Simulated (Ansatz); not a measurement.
This run works on a proposed trial structure, not on a known crystal.

Input and command of a plane-wave DFT calculation in Ansatz:

```yaml
crystal:
  lattice:
    - [5.1921710147, -2.8878357987, 0.0]
    - [5.1921710147, 2.8878357987, 0.0]
    - [0.0, 0.0, 5.5509486264]
  atoms:
    - { symbol: Ga, position: [0.4956574866, 0.1516666476, 0.0023900618] }
    - { symbol: Ga, position: [0.1516666476, 0.4956574866, 0.5023900618] }
    - { symbol: Ga, position: [0.5043425134, 0.8483333524, 0.5023900618] }
    - { symbol: Ga, position: [0.8483333524, 0.5043425134, 0.0023900618] }
    - { symbol: Sb, position: [0.2031173508, 0.7968826492, 0.0568692055] }
    - { symbol: Sb, position: [0.7968826492, 0.2031173508, 0.5568692055] }
    - { symbol: "N", position: [0.1729422865, 0.4350738241, 0.1550495773] }
    - { symbol: "N", position: [0.5649261759, 0.8270577135, 0.1550495773] }
    - { symbol: "N", position: [0.8226519917, 0.1773480083, 0.9550515164] }
    - { symbol: "N", position: [0.4350738241, 0.1729422865, 0.6550495773] }
    - { symbol: "N", position: [0.8270577135, 0.5649261759, 0.6550495773] }
    - { symbol: "N", position: [0.1773480083, 0.8226519917, 0.4550515164] }
basis:
  ecutwfc: 500
kpoints:
  mp_grid: { grid: [6, 6, 6] }
hamiltonian:
  xc: r2scan
scf:
  occupations: { method: gaussian, width: 0.02 }
output:
  forces: true
  stress: true
  eigenvalues: true
```

```bash
ansatz run input.yaml --threads 1 --pin off --max-ram 2560MiB --backend cpu --events-out ev --progress --plain --runs-dir out
```

Processor: Intel(R) Xeon(R) Platinum 8375C CPU @ 2.90GHz (Ice Lake), 1 thread, on a host shared with other jobs.

Task: Estimate time, memory and problem size.

Result: About 79 s, peak memory 1 GiB. It solves 68 bands at 52 k points (after reduction by symmetry) with about 4221 plane waves, in 8 SCF iterations.
